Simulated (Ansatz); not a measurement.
input.yaml

```yaml
crystal:
  lattice:
    - [0.0, 2.6945314216, 2.6945314216]
    - [2.6945314216, 0.0, 2.6945314216]
    - [2.6945314216, 2.6945314216, 0.0]
  atoms:
    - { symbol: Zn, position: [0.25, 0.25, 0.25] }
    - { symbol: S, position: [0.0, 0.0, 0.0] }
basis:
  ecutwfc: 500
kpoints:
  mp_grid: { grid: [8, 8, 8] }
hamiltonian:
  xc: r2scan
scf:
  occupations: { method: gaussian, width: 0.02 }
  n_extra_bands: 12
output:
  forces: false
  stress: false
  eigenvalues: true
  optics: { e_range: [0, 14], sigma: 0.1, nscf_kmesh: { grid: [12, 12, 12] } }
checkpoint:
  read: start.run
  write: ck
  compress: false
  write_wavefunctions: false
  write_every: 100000
```

Launched with
```bash
ansatz run input.yaml --threads 1 --pin off --max-ram 2560MiB --backend cpu --events-out ev --progress --plain --runs-dir out
```

Level of theory: Ansatz 0.2.0, DFT r2SCAN, scalar-relativistic, plane waves, PAW.

Part of what the program printed, abridged:

```
scf.n_extra_bands = 12 over 9 filled bands (N_el = 18.0): the run solves 21 bands
Pseudopotentials: kind: paw
Pseudopotential: Zn, paw, valence charge 12, recommended cutoff 500 eV (meta_gga)
Pseudopotential: S, paw, valence charge 6, recommended cutoff 500 eV (meta_gga)
Functional definition: r2SCAN
Crystal: 2 atoms, lattice volume = 39.127 Å³
Basis set: ecut = 500 eV, 965 PW (Γ), exchange–correlation on 120×120×120 points (64 copies of the dense FFT grid, shifted against one another)
Bands: 21, of which v1, the nominal top of the filled ones, is band 9 counted from 1 (8 counted from 0)
Symmetry: 24 space group operations
Space group: F-43m (ITA 216), of the structure as read, at distance tolerance 3.4e-5 Å
k-points: 29 of 512 (time reversal used)
Initial density: read from a saved state, or passed on in memory by an earlier SCF of this step, an earlier step, the calling program or the single point that the run made first
Stability of the state it starts from, as read at its close in the unpolarized treatment: not read negative (Ritz values of 1 − χ₀K, real part plus size of imaginary part, from 0.88 to 2.8, by its mixing steps under the symmetry group of the SCF that read it)
Initial wavefunctions: pseudopotential atomic-orbital guess
Functional: x = r2scan, c = r2scan; τ floored in thin density (d = 2e-4 eV/Å³)
SCF iter   1: F=—  HF=-4233.450258 eV  |F-HF|=—  |Δ(HF+E_count)|=         —  Δρ=7.28e-6  dr2=1.44e-8  dr2_τ=2.03e-9  ethr=3.33e-7  ⟨swp⟩=3.1  Hψ=5177  notcnv=0
SCF iter   2: F=—  HF=-4233.450258 eV  |F-HF|=—  |Δ(HF+E_count)|=   1.49e-7  Δρ=3.38e-6  dr2=1.96e-9  dr2_τ=1.17e-10  ethr=8.02e-11  ⟨swp⟩=2.6  Hψ=907  notcnv=0
SCF iter   3: F=—  HF=-4233.450258 eV  |F-HF|=—  |Δ(HF+E_count)|=   3.23e-9  Δρ=1.76e-6  dr2=6.19e-10  dr2_τ=3.77e-11  ethr=1.09e-11  ⟨swp⟩=2.0  Hψ=865  notcnv=0
SCF iter   4: F=—  HF=-4233.450258 eV  |F-HF|=—  |Δ(HF+E_count)|=  2.82e-10  Δρ=4.86e-7  dr2=6.90e-11  dr2_τ=2.38e-12  ethr=3.44e-12  ⟨swp⟩=2.0  Hψ=841  notcnv=0
SCF iter   5: F=-4233.450258 eV  HF=-4233.450258 eV  |F-HF|=1.82e-12  |Δ(HF+E_count)|=  2.73e-11  Δρ=9.37e-8  dr2=1.81e-12  dr2_τ=4.43e-14  ethr=1.00e-12  ⟨swp⟩=2.1  Hψ=1663  notcnv=0
SCF 1 converged in 5 iterations: F = -4233.450258 eV  dr2 = 1.81e-12
SCF converged after 5 iterations
Free energy (F): -4233.450258 eV
Harris-Foulkes:  -4233.450258 eV  (|F-HF|=1.82e-12)
Internal energy: -4233.450258 eV  (E = F + TS)
E sigma→0 (E₀):  -4233.450258 eV
Fermi energy:    6.969516 eV
--- Per-component energies (eV) ---
  E_band       = -1.105514
  E_kinetic    = 237.560706
  E_local      = -2041.150476  (includes V_loc(G=0)·N_el)
  E_nonlocal   = 646.587618
  E_hartree    = 856.388811
  E_xc         = -215.802106
  E_vxc        = -148.248780  (∫ρ·V_xc dr)
  E_paw        = -2459.888997  (= ΣΔE_a)
  E_vpaw       = -415.968199  (= ΣTr[D̂ρ^β])
  E_aug_tail   = -0.000075  (compensation charges beyond the density's cutoff)
  E_vtau       = 7.336089  (kinetic-family band-sum trace: ∫τ·v_τ [+ j·A + Jᵃ·Aᵃ] dr)
  E_ewald      = -1256.853353
  E_core_change = -0.292385  (= ΣΔE_core)
  E_smearing   =  0.000000  (= −TS)
--- Band table (eV; the first three rows and the last of 29) ---
  k-point 0: bands = ["-8.1193", "-0.9127", "-0.9127", "-0.9127", "-0.3637", "-0.3637", "5.6179", "5.6179", "5.6179", "8.3210", "12.4826", "12.4826", "12.4826", "17.7939", "17.7939", "18.2182", "20.8995", "20.8995", "20.8995", "23.7675", "32.3633"]
  k-point 1: bands = ["-7.9979", "-0.9097", "-0.8902", "-0.8902", "-0.3652", "-0.3652", "4.5257", "5.4654", "5.4654", "9.1106", "12.3898", "12.7463", "12.7463", "17.2105", "17.2105", "19.0082", "20.2283", "22.1869", "22.1869", "25.4306", "30.2362"]
  k-point 2: bands = ["-7.6809", "-0.8566", "-0.8406", "-0.8406", "-0.3618", "-0.3618", "2.7479", "5.1319", "5.1319", "9.6425", "13.0791", "13.1168", "13.1168", "17.0263", "17.0263", "18.4220", "22.3076", "24.6854", "24.6854", "26.7060", "27.5374"]
  k-point 28: bands = ["-6.8246", "-0.7667", "-0.6042", "-0.4287", "-0.4066", "0.0462", "0.9389", "2.7670", "2.7971", "11.6510", "12.2355", "14.0832", "14.2706", "19.0215", "20.0104", "21.2556", "21.4569", "24.1625", "27.1704", "27.2494", "28.0406"]
```

The run converged.

It took 63 s on 1 thread of Intel(R) Xeon(R) Processor @ 2.50GHz (Skylake/Cascade Lake), with other jobs on the host, peak memory 0.69 GiB.

The run starts from the saved density of an earlier one, so iterations and time are fewer than from atoms.